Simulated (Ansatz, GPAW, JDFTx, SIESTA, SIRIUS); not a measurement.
# HPbNO4: programs and potentials compared

```xyz
7
Lattice="4.1992 0.1112 0.1682 1.9160 3.8913 0.1257 1.7609 1.2526 6.3727" Properties=species:S:1:pos:R:3 pbc="T T T"
H     6.0968    3.5011    4.2663
Pb    3.9211    4.6970    5.7934
N     2.2091    1.5515    2.0041
O     6.1304    3.5750    5.1987
O     2.2001    1.0010    0.8107
O     2.1958    0.7900    2.9763
O     2.0005    2.7556    2.1324
```

The cell comes from a database or a generator and needn't be the stable form of this composition.

Atoms were shifted at random by some hundredths of an Å from the given cell, which wasn't relaxed again for these runs.

Alike in all runs: task single point; functional PBE; k mesh 7 × 7 × 5; occupations fermi-dirac, width 0.05 eV; no spin polarisation; no spin-orbit coupling. Pressure is positive in compression and, in plane waves, holds the error of the finite cutoff, which Ansatz's Pulay term estimates and takes out.

```csv
program and potentials,plane-wave cutoff (eV),notes,pressure (GPa),largest force (eV/Å),energy over the undisturbed cell (meV/atom)
"Ansatz, Ansatz PAW",420,Pulay term of +0.62 GPa included,2.20,2.520,27.58
"Ansatz, all-electron LAPW, scalar-relativistic",-,-,2.13,2.542,-
"SIRIUS, PseudoDojo 0.4.1 PBE standard (scalar relativistic)",1152,-,2.13,2.519,-
"SIESTA, files PseudoDojo sr-pbe-0.4.1-standard, DZP (energy shift 0.003 Ry; two zetas on semicore shells)",-,atomic basis,4.91,3.083,35.75
"GPAW, GPAW PAW data sets (gpaw-data 1.2.1)",800,-,?,?,?
"JDFTx, PseudoDojo-SR-PBE-0.5-standard (H, N, O) + PseudoDojo-SR-PBE-0.4.1-standard (Pb) with smoothed tails",1143,-,2.12,2.519,-
```

Task: Estimate from the other rows what the run with GPAW, GPAW PAW data sets (gpaw-data 1.2.1) gave.

Result: Pressure 2.00 GPa; largest force 2.600 eV/Å; energy over the undisturbed cell 28.67 meV/atom. The other rows, which needn't bracket it: pressure 2.12 to 4.91; largest force 2.519 to 3.083; energy over the undisturbed cell 27.58 to 35.75.
